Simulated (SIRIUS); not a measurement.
Band structure of SnSe (Pnma, 8 atoms in the cell; from Materials Project mp-691).

```yaml
crystal:
  lattice:
    - [11.66446, 0.00000, 0.00000]
    - [0.00000, 4.12625, 0.00000]
    - [0.00000, 0.00000, 4.70091]
  atoms:
    - { symbol: Sn, position: [0.61879, 0.75000, 0.37655] }
    - { symbol: Sn, position: [0.38121, 0.25000, 0.62345] }
    - { symbol: Sn, position: [0.88121, 0.25000, 0.87655] }
    - { symbol: Sn, position: [0.11879, 0.75000, 0.12345] }
    - { symbol: Se, position: [0.14855, 0.25000, 0.50918] }
    - { symbol: Se, position: [0.85145, 0.75000, 0.49082] }
    - { symbol: Se, position: [0.35145, 0.75000, 0.00918] }
    - { symbol: Se, position: [0.64855, 0.25000, 0.99082] }
```

Computed with PBE, GBRV PBE ultrasoft pseudopotentials (plane waves; SIRIUS).

Settings: parameters.ngridk = 1 3 3; parameters.xc_functionals = [XC_GGA_X_PBE, XC_GGA_C_PBE]; parameters.gk_cutoff = 6.325 1/bohr; parameters.pw_cutoff = 14.143 1/bohr; parameters.smearing = gaussian; parameters.smearing_width = 0.000367493 Ha; potentials = GBRV PBE ultrasoft pseudopotentials; parameters.electronic_structure_method = pseudopotential; parameters.num_bands = 46; parameters.num_mag_dims = 0; parameters.num_dft_iter = 100; parameters.energy_tol = 1e-07 Ha; parameters.density_tol = 1e-06; mixer.type = anderson.

The structure comes from a collection of computed structures, made at another level of theory; the collection holds predicted forms beside known ones.

**Question.** Predict the gap along the standard path and the places of the band edges.

**Answer.** The gap along the path is 0.73 eV, from a point between Y and Γ to a point between Γ and X; the smallest direct gap on it is 1.08 eV.

Points are given in units of this cell's reciprocal vectors. Levels in eV from the top of the valence band on the path, bands 37 to 44:
| point | 37 | 38 | 39 | 40 | 41 | 42 | 43 | 44 |
|---|---|---|---|---|---|---|---|---|
| Γ (0 0 0) | -1.34 | -0.83 | -0.64 | -0.17 | 1.00 | 2.63 | 2.80 | 2.83 |
| X (0 0.5 0) | -1.07 | -1.07 | -0.92 | -0.92 | 1.26 | 1.26 | 1.29 | 1.29 |
| S (0 0.5 0.5) | -1.97 | -1.97 | -1.14 | -1.14 | 2.69 | 2.69 | 2.94 | 2.94 |
| Y (0 0 0.5) | -0.85 | -0.85 | -0.13 | -0.13 | 1.39 | 1.39 | 1.89 | 1.89 |
| Z (0.5 0 0) | -1.56 | -1.56 | -0.36 | -0.36 | 2.47 | 2.47 | 2.60 | 2.60 |
| U (0.5 0.5 0) | -1.17 | -1.17 | -1.17 | -1.17 | 1.53 | 1.53 | 1.53 | 1.53 |
| R (0.5 0.5 0.5) | -1.27 | -1.27 | -1.27 | -1.27 | 2.53 | 2.53 | 2.54 | 2.54 |
| T (0.5 0 0.5) | -0.53 | -0.53 | -0.16 | -0.16 | 1.42 | 1.42 | 1.91 | 1.91 |
